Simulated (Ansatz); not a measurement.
CuI:
```cif
data_Cu3I3
_chemical_formula_sum 'Cu3 I3'
_space_group_name_H-M_alt 'P 1'
_space_group_IT_number 1
_cell_length_a 4.19054
_cell_length_b 4.19054
_cell_length_c 9.72409
_cell_angle_alpha 90.000
_cell_angle_beta 90.000
_cell_angle_gamma 120.000
loop_
_space_group_symop_operation_xyz
  'x, y, z'
loop_
_atom_site_label
_atom_site_type_symbol
_atom_site_fract_x
_atom_site_fract_y
_atom_site_fract_z
_atom_site_occupancy
Cu1 Cu 0.49983 0.49983 0.50000 1
Cu2 Cu 0.50017 0.00000 0.83333 1
Cu3 Cu 0.00000 0.50017 0.16667 1
I1 I 0.49998 0.49998 0.00000 1
I2 I 0.50002 0.00000 0.33333 1
I3 I 0.00000 0.50002 0.66667 1
```

Relaxed with r²SCAN+D4. r²SCAN+D4 (plane waves, PAW; program Ansatz) gives a gap of 1.19 eV.

**Question.** What gap does HSE06 give on the same cell (Ansatz, PAW)?

**Answer.** 2.08 eV, 0.90 eV more. The hybrid was solved on a coarser mesh and at special points; its gap is the smallest among all of these.

Cost on shared cores: the r²SCAN+D4 run (SCF on a 8×8×3 mesh, then bands and DOS) very roughly 2.6 core-minutes, the HSE06 run (SCF on 5×5×2, then a few points) roughly 90 core-seconds; the tasks are unlike.

Space group P6_422. The start of the workflow was typed in or built on a structure type; neither database checked (COD, Materials Project) lists it. It is not the phase usual at ambient conditions (space group No. 216). Symmetry was held in the r²SCAN+D4 relaxation; whether a distortion lowers the energy is not shown. The workflow began spin-polarised and lost its moments. The volume moved by -31 % from the start of the relaxation. Scalar-relativistic: spin–orbit coupling is off unless named, which matters more the heavier the elements.

Potentials: the later of the program's two PAW sets.
